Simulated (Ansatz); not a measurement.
# Cs (bcc)

Computed with Ansatz (plane waves, PAW, 420 eV cutoff): LDA, scalar-relativistic, no spin polarisation, 10×10×10 k-mesh, Gaussian smearing of 0.05 eV. The datasets are Ansatz's generated set soft_2.

```yaml
crystal:
  lattice:
    - [-2.91877, 2.91877, 2.91877]
    - [2.91877, -2.91877, 2.91877]
    - [2.91877, 2.91877, -2.91877]
  atoms:
    - { symbol: Cs, position: [0.00000, 0.00000, 0.00000] }
```

At this volume the pressure is -0.10 GPa.

Path: Γ–H–N–Γ–P–H | P–N, with Γ = (0.000, 0.000, 0.000), H = (0.500, -0.500, 0.500), N = (0.000, 0.000, 0.500), P = (0.250, 0.250, 0.250) in reciprocal vectors of the calculation's cell.

Bands as a text map, energy in eV from the Fermi level (dashes), each leg drawn with the same width:
```
  1.75 |   *        **  **      *                    
  1.50 |              ** *       *               ****
  1.25 |    *          **         *     *     ***    
  1.00 |            ***            *****    *********
  0.75 |     *   ***               *  * **    *      
  0.50 |     ****  *                      **   *     
  0.25 |            *             *             **   
  0.00 |----*--------**---------------------------***
 -0.25 |               *                             
 -0.50 |                *        *                   
 -0.75 |   *                                         
 -1.00 |                 *      *                    
 -1.25 |  *               *                          
 -1.50 |                   *   *                     
 -1.75 |**                  ***                      
 -2.00 |                                             
 -2.25 |                                             
 -2.50 |                                             
 -2.75 |                                             
 -3.00 |                                             
 -3.25 |                                             
 -3.50 |                                             
 -3.75 |                                             
 -4.00 |                                             
 -4.25 |                                             
 -4.50 |                                             
 -4.75 |                                             
 -5.00 |                                             
        Γ      H      N      Γ      P      HP       N
```

By these bands, is it a metal or an insulator, and if it has a gap, where are the band edges on this path?

A metal: bands cross the Fermi level.

With 9 valence electrons in the calculation's cell and no magnetic order, the bands, two electrons each, can't all be full or empty: band theory demands a metal.

Scalar-relativistic only: spin–orbit splittings of the heavy atoms' levels are missing.
